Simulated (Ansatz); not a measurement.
The start is a generated trial cell of Hf in the hcp structure type. The cell and all atomic positions are relaxed at zero pressure with PBEsol (plane waves to 420 eV, PAW, scalar-relativistic; Ansatz, an electronic-structure program). The first steps use a coarse 12×12×7 k-mesh.

Starting cell:
```
Hf
1.0
    3.20000     0.00000     0.00000
   -1.60000     2.77128     0.00000
    0.00000     0.00000     5.06240
Hf
2
Direct
  0.33333   0.66667   0.75000
  0.66667   0.33333   0.25000
```

Task: How large is the pressure on the unrelaxed cell, and of which sign?

Result: -4.0 GPa (negative: the cell is under tension).

Task: By how much does the energy per atom fall from start to end?

Result: 0.01 eV/atom.

Task: How does the volume per atom move from start to end?

Result: -3.7 %, from 22.45 to 21.61 Å³/atom.

Task: How do the shortest distances between atoms change?

Result: The closest pairs of elements (up to four, under 3.6 Å), start → end: Hf–Hf 3.13 → 3.09 Å.

Task: Is the relaxed structure metallic? Give its gap.

Result: Zero (metallic).

Task: What does it relax into? Give the structure.

Result: 
```cif
data_Hf2
_chemical_formula_sum 'Hf2'
_space_group_name_H-M_alt 'P63/mmc'
_space_group_IT_number 194
_space_group_name_Hall '-P 6c 2c'
_cell_length_a 3.15907
_cell_length_b 3.15907
_cell_length_c 4.99993
_cell_angle_alpha 90.000
_cell_angle_beta 90.000
_cell_angle_gamma 120.000
loop_
_atom_site_label
_atom_site_type_symbol
_atom_site_symmetry_multiplicity
_atom_site_Wyckoff_symbol
_atom_site_fract_x
_atom_site_fract_y
_atom_site_fract_z
_atom_site_occupancy
Hf1 Hf 2 d 0.66667 0.33333 0.25000 1
```

The space group stays P6₃/mmc (No. 194) (the run could not lower it); the end is hcp (Mg type), with 2 atoms in the primitive cell. Final values are on a 17×17×9 k-mesh of the relaxed cell. No spin polarisation in the result.

The run could not lose the symmetry of its start; a randomly shaken copy of 2 atoms returns to this structure.

All atoms sit on sites fixed by symmetry, so only the cell could relax.
